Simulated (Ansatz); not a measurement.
Bi$_{2}$Pd$_{3}$S$_{2}$:
```
CELL_PARAMETERS angstrom
     -4.14648     4.14648     4.14648
      4.14648    -4.14648     4.14648
      4.14648     4.14648    -4.14648
ATOMIC_POSITIONS crystal
  Bi 0.50000 0.00000 0.49426
  Bi 0.00574 0.00574 0.00574
  Bi 0.00000 0.49426 0.50000
  Bi 0.49426 0.50000 0.00000
  Pd 0.52772 0.27772 0.25000
  Pd 0.97228 0.22228 0.75000
  Pd 0.25000 0.52772 0.27772
  Pd 0.75000 0.97228 0.22228
  Pd 0.27772 0.25000 0.52772
  Pd 0.22228 0.75000 0.97228
  S  0.50000 0.00000 0.94283
  S  0.55717 0.55717 0.55717
  S  0.00000 0.94283 0.50000
  S  0.94283 0.50000 0.00000
```

This is the PBEsol-relaxed structure.

Q: All from DFT-PBEsol in the program Ansatz with PAW potentials, unless another level is named. Predict the bulk modulus (Birch–Murnaghan fit).

A: 75.1 GPa.

Q: What about the elastic constants (relaxed ions, GPa)?

A: C11 = 99.4, C12 = 62.3, C44 = 13.9.

Space group I2_13. The workflow started from a Materials Project entry (that database holds measured and hypothetical structures alike); the Crystallography Open Database copy checked does not list it. Its standing as an ambient phase is unchecked. The PBEsol relaxation kept the symmetry of its start; its stability against distortions is not shown here. The run is not spin-polarised. As this level gives no gap, shear constants depend on the k-mesh and smearing (Fermi–Dirac, 0.1 eV here). Spin–orbit coupling is left out wherever it is not named.

Potentials: the later of the program's two PAW sets.
